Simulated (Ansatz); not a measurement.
Ru:
```
Ru
1.0
    2.70865     0.00000     0.00000
   -1.35433     2.34576     0.00000
    0.00000     0.00000     8.70053
Ru
4
Direct
  0.00000   0.00000   0.00000
  0.66667   0.33333   0.25000
  0.00000   0.00000   0.50000
  0.33333   0.66667   0.75000
```

Relaxed with PBE. Special points in fractions of this cell's reciprocal vectors: Γ (0.000, 0.000, 0.000); M (0.500, 0.000, 0.000); K (0.333, 0.333, 0.000); A (0.000, 0.000, 0.500); L (0.500, 0.000, 0.500); H (0.333, 0.333, 0.500).

Task: List the band energies nearest the Fermi level at these points for plane-wave PAW PBE (Ansatz code).

Result: In eV from the Fermi level; about four levels below and three above (degenerate sets whole), none deeper than 8.9 eV; … stands for higher levels left out; points with the same levels are listed once.

| k | below | above |
|---|---|---|
| Γ | -0.77 -0.77 -0.06 -0.06 | 0.59 0.59 1.15 |
| M | -2.19 -1.53 -0.94 -0.88 | 1.54 1.56 1.58 |
| K | -2.62 -2.62 -2.60 -1.07 -1.07 | 0.14 0.14 0.97 |
| A | -0.36 -0.36 -0.36 -0.36 | … |
| L | -0.83 -0.83 -0.28 -0.28 | 0.85 0.85 1.60 1.60 |
| H | -1.06 -1.06 -0.24 -0.24 | 1.14 1.14 1.47 1.47 |

Space group P6_3/mmc (dhcp (α-La type)). The start of the workflow was typed in or built on a structure type. Its sites differ from those of the usual phase in this space group: another stacking or structure type. The cell was relaxed with PBE under the symmetry of its start; its stability against distortions is not shown here. The run is not spin-polarised. Spin–orbit coupling is left out wherever it is not named.

Potentials: the earlier of the program's two PAW sets.
